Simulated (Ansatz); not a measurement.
Relaxed TiB₂ (AlB2 type, space group P6/mmm):

```yaml
crystal:
  lattice:
    - [3.03199, 0.00000, 0.00000]
    - [-1.51599, 2.62578, 0.00000]
    - [0.00000, 0.00000, 3.22437]
  atoms:
    - { symbol: Ti, position: [0.00000, 0.00000, 0.00000] }
    - { symbol: B, position: [0.33333, 0.66667, 0.50000] }
    - { symbol: B, position: [0.66667, 0.33333, 0.50000] }
```

The numbers are results of PBE (plane waves to 420 eV, PAW, scalar-relativistic; Ansatz, a program for electronic structure), not measurements. k mesh 14×14×12 (Γ-centred), Fermi-Dirac smearing 0.05 eV. With partly filled bands, energies and forces of such displacements shift with the k mesh and the smearing. TiB2 is run without spin polarisation. TiB2 was relaxed with its symmetry unable to fall.

One atom of the cell was then moved (with its periodic images), all else fixed, and the forces (eV/Å) came out as:

| atom | Fx | Fy | Fz |
|---|---|---|---|
| Ti1 | -1.321 | -0.763 | 1.446 |
| B2 | 0.611 | 0.353 | -0.723 |
| B3 | 0.710 | 0.410 | -0.723 |

Problem. Which atom was moved, and by which vector (Å)?

Solution. Ti1, by (0.09, 0.05, -0.10), 0.14 Å in all.

(For displaced atoms, the force is minus the slope of the energy, and its curvature is a force constant, which sets phonon frequencies.)
